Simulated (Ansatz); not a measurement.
Data:

SnAu₅:
```xyz
6
Lattice="2.5240 1.4572 4.7333 -2.5240 1.4572 4.7333 0.0000 -2.9145 4.7333" Properties=species:S:1:pos:R:3 pbc="T T T"
Sn     0.0000     0.0000     0.0000
Au     0.0000     0.0000     9.5214
Au     0.0000     0.0000     4.6785
Au     0.8254    -1.4296     7.1000
Au     0.8254     1.4296     7.1000
Au    -1.6508     0.0000     7.1000
```

This is the LDA-relaxed structure.

Question: All from DFT-LDA in the program Ansatz with PAW potentials, unless another level is named. Give the density of states at the Fermi level.

Answer: 0.28 states/eV per atom (mean over ±0.08 eV).

Question: And the formation energy from the elements (no fitted shifts)?

Answer: -0.052 eV/atom.

Space group R32. The first step of the workflow began from a Materials Project structure, measured or hypothetical; the Crystallography Open Database files this formula in space group No. 155, but the cells were not matched. Whether it is the stable phase at ambient conditions was not checked. Symmetry was held in the LDA relaxation; whether a distortion lowers the energy is not shown. The references are the lowest solids computed at this level, not always the standard phases. Scalar-relativistic: spin–orbit coupling is off unless named, which matters more the heavier the elements.

Potentials: the later of the program's two PAW sets.
